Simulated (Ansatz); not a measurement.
Cu Kα1 powder pattern (kinematic, no thermal factors).
2θ (°) (relative intensity): 26.17 (71, 1 1 0), 37.34 (47, 2 0 0), 41.95 (27, 2 1 0), 46.17 (100, 2 1 1), 53.84 (9, 2 2 0), 60.82 (13, 3 1 0), 70.50 (6, 3 2 0), 73.59 (49, 3 2 1), 79.63 (10, 4 0 0), 85.56 (8, 4 1 1)

The pattern is computed from a structure relaxed with Ansatz 0.2.0, DFT PBE, scalar-relativistic, plane waves, PAW. No spin polarisation. Its elements are Mo, Si.

Give the structure.

Si₃Mo.
Space group Pm-3n (No. 223). a = 4.812 Å, b = 4.812 Å, c = 4.812 Å, α = 90.00°, β = 90.00°, γ = 90.00°
| atom | site | symmetry | x | y | z |
| --- | --- | --- | --- | --- | --- |
| Si | 6c | -4m.2 | 0.2500 | 0.0000 | 0.5000 |
| Mo | 2a | m-3. | 0.0000 | 0.0000 | 0.0000 |

A pattern alone doesn't exclude other cells with like lines; this is the one computed.

Another cell of Si3Mo relaxed alike, in Cmc2_1, lies 92 meV/atom lower, so this cell isn't the stable form at this level.

The cell was found from a structure generator's guess, not taken from experiment.
